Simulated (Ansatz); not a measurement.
## Which element?

Cell vectors (Å):

```
3.7194 0.0000 0.0000
0.0000 3.7194 0.0000
0.0000 0.0000 3.7194
```

```csv
atom,a,b,c
X,0.0000,0.0000,0.0000
Hg,0.5000,0.5000,0.5000
```

All numbers below come from PBEsol, all-electron LAPW in Ansatz 0.2.0, scalar-relativistic. k mesh 10×10×10, Fermi-Dirac smearing of 0.050 eV.

Harmonic phonons of a crystal by Kohn-Sham DFT at the given cell, standard atomic masses, acoustic sum rule imposed; negative wavenumbers are unstable modes.

```tsv
point	q a (r.l.u.)	q b (r.l.u.)	q c (r.l.u.)	branch	phonon wavenumber (cm⁻¹)
Gamma	0	0	0	4	132.9
X	0.5	0	0	1	55.8
X	0.5	0	0	3	58.3
X	0.5	0	0	4	130.7
X	0.5	0	0	6	187.4
M	0.5	0.5	0	1	36.7
M	0.5	0.5	0	3	55.5
M	0.5	0.5	0	4	113.6
M	0.5	0.5	0	5	183
R	0.5	0.5	0.5	1	56.9
R	0.5	0.5	0.5	4	185.3
```

**Question.** All X atoms are one element. Which one was computed?

**Answer.** Ca; the crystal is CaHg (Pm-3m, a database entry that needn't be its stable phase).

Known limits: responses of metals move with mesh and smearing; no spin-orbit coupling on heavy atoms.
